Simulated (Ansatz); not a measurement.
Electric field gradients in Pt3Pb

Computed with DFT LDA, scalar-relativistic, plane waves, PAW (Ansatz). Cutoff 420 eV, 10×10×10 k-points (Γ-centred), Fermi-Dirac smearing of 0.15 eV. No spin polarisation.

Equilibrium structure at this level:
```yaml
crystal:
  lattice:
    - [4.04045, 0.00000, 0.00000]
    - [0.00000, 4.04045, 0.00000]
    - [0.00000, 0.00000, 4.04045]
  atoms:
    - { symbol: Pt, position: [0.00000, 0.50000, 0.50000] }
    - { symbol: Pt, position: [0.50000, 0.00000, 0.50000] }
    - { symbol: Pt, position: [0.50000, 0.50000, 0.00000] }
    - { symbol: Pb, position: [0.00000, 0.00000, 0.00000] }
```

In a metal these results depend on the k mesh and the smearing. Spin–orbit coupling is left out, which matters for gradients at heavy nuclei.

Problem. Give V_zz (10²¹ V/m²) and the asymmetry η at each distinct site.

Solution.
```
       atom V_zz                 η
Pt (atom 1)  -15.29              0.00
Pb (atom 4)   0.000  zero by symmetry
```

Cost: 1 run of about 0.14 core-minutes, on Arm Neoverse V2 (shared hosts).